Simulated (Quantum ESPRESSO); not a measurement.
Band energies of MgH2

```xyz
12
Lattice="4.8637 0.0000 0.0000 0.0000 4.6460 0.0000 0.0000 0.0000 4.7387" Properties=species:S:1:pos:R:3 pbc="T T T"
H      1.1809     2.5738     0.1366
H      3.6829     2.0723     2.5059
H      1.2510     2.5738     2.5059
H      3.6127     2.0723     0.1366
H      1.8472     0.4350     1.7113
H      3.0166     4.2110     4.0807
H      0.5847     0.4350     4.0807
H      4.2790     4.2110     1.7113
Mg     4.7197     3.4198     3.5466
Mg     0.1440     1.2262     1.1773
Mg     2.5759     3.4198     1.1773
Mg     2.2879     1.2262     3.5466
```

PBEsol (pw.x of Quantum ESPRESSO, ONCV potentials, without SOC); path ΓXSYΓZURTZ,YT,UX,SR; energies in eV from the valence-band maximum.

| k (1/Å) | point | band 20 | band 21 | band 22 | band 23 | band 24 | band 25 | band 26 | band 27 |
|---|---|---|---|---|---|---|---|---|---|
| 0.00 | Γ | -3.58 | -2.31 | -2.06 | -1.82 | -0.01 | 2.94 | 3.13 | 3.19 |
| 0.23 |  | -3.67 | -2.27 | -2.03 | -1.50 | 0.00 | 2.52 | 3.15 | 3.27 |
| 0.68 | X | -3.11 | -2.54 | -1.95 | -1.76 | -0.03 | 2.07 | 2.56 | 2.61 |
| 1.12 |  | -4.16 | -2.82 | -1.70 | -1.52 | -1.25 | 2.64 | 3.95 | 4.08 |
| 1.34 | S | -5.18 | -2.12 | -2.12 | -1.54 | -1.54 | 3.48 | 3.48 | 3.70 |
| 1.56 |  | -4.38 | -2.43 | -2.43 | -1.26 | -1.26 | 3.02 | 3.02 | 4.63 |
| 2.02 | Y | -2.96 | -2.44 | -2.44 | -1.30 | -1.30 | 2.68 | 2.68 | 4.51 |
| 2.46 |  | -3.44 | -2.30 | -1.73 | -1.67 | -0.39 | 3.02 | 3.11 | 3.25 |
| 2.68 | Γ | -3.58 | -2.31 | -2.06 | -1.82 | -0.01 | 2.94 | 3.13 | 3.19 |
| 2.89 |  | -3.46 | -1.95 | -1.92 | -1.87 | -0.28 | 2.67 | 3.27 | 3.43 |
| 3.32 | Z | -2.72 | -2.60 | -2.60 | -1.15 | -1.15 | 2.85 | 2.85 | 4.35 |
| 3.49 |  | -3.10 | -2.52 | -2.52 | -1.13 | -1.13 | 3.31 | 3.31 | 4.12 |
| 3.83 |  | -4.71 | -2.08 | -2.08 | -1.31 | -1.31 | 3.54 | 3.54 | 4.31 |
| 4.00 | U | -5.21 | -1.90 | -1.90 | -1.45 | -1.45 | 3.71 | 3.71 | 3.83 |
| 4.17 |  | -5.13 | -2.22 | -2.22 | -1.71 | -1.71 | 4.03 | 4.03 | 4.33 |
| 4.50 |  | -4.52 | -3.66 | -3.66 | -3.07 | -3.07 | 5.73 | 5.73 | 6.59 |
| 4.66 | R | -4.63 | -3.71 | -3.71 | -3.71 | -3.71 | 6.47 | 6.47 | 6.47 |
| 4.83 |  | -4.92 | -3.29 | -3.29 | -3.28 | -3.28 | 6.07 | 6.07 | 6.12 |
| 5.17 |  | -5.58 | -1.89 | -1.89 | -1.88 | -1.88 | 4.38 | 4.38 | 4.42 |
| 5.34 | T | -5.66 | -1.59 | -1.59 | -1.59 | -1.59 | 4.03 | 4.03 | 4.03 |
| 5.51 |  | -4.89 | -2.01 | -2.01 | -1.17 | -1.17 | 3.45 | 3.45 | 4.82 |
| 5.84 |  | -3.15 | -2.56 | -2.56 | -0.96 | -0.96 | 2.93 | 2.93 | 4.48 |
| 6.00 | Z | -2.72 | -2.60 | -2.60 | -1.15 | -1.15 | 2.85 | 2.85 | 4.35 |
| 6.00 | Y | -2.96 | -2.44 | -2.44 | -1.30 | -1.30 | 2.68 | 2.68 | 4.51 |
| 6.16 |  | -3.35 | -2.38 | -2.38 | -1.17 | -1.17 | 2.98 | 2.98 | 4.37 |
| 6.49 |  | -4.94 | -1.92 | -1.92 | -1.28 | -1.28 | 3.66 | 3.66 | 4.62 |
| 6.65 | T | -5.66 | -1.59 | -1.59 | -1.59 | -1.59 | 4.03 | 4.03 | 4.03 |
| 6.65 | U | -5.21 | -1.90 | -1.90 | -1.45 | -1.45 | 3.71 | 3.71 | 3.83 |
| 6.91 |  | -4.02 | -2.59 | -2.06 | -1.03 | -0.91 | 2.87 | 2.98 | 4.28 |
| 7.17 |  | -3.09 | -2.48 | -2.46 | -1.33 | -0.15 | 2.26 | 2.62 | 2.73 |
| 7.29 | X | -3.11 | -2.54 | -1.95 | -1.76 | -0.03 | 2.07 | 2.56 | 2.61 |
| 7.29 | S | -5.18 | -2.12 | -2.12 | -1.54 | -1.54 | 3.48 | 3.48 | 3.70 |
| 7.62 |  | -4.87 | -3.02 | -3.02 | -2.42 | -2.42 | 4.92 | 4.92 | 4.95 |
| 7.94 | R | -4.63 | -3.71 | -3.71 | -3.71 | -3.71 | 6.47 | 6.47 | 6.47 |

The PBEsol gap is indirect, 2.07 eV, from 33 % of the way from Γ to X to X; the smallest direct gap is 2.10 eV. Another valence extremum on the path lies within 0.02 eV, too close to call.

Geometry of the Materials Project entry, not relaxed at this level.

The structure is a Materials Project entry; no match was found in the copy of COD used, and its stability was not checked.

Letters of k points follow the standard setting of the lattice, whose axes may be ordered differently from the printed cell.
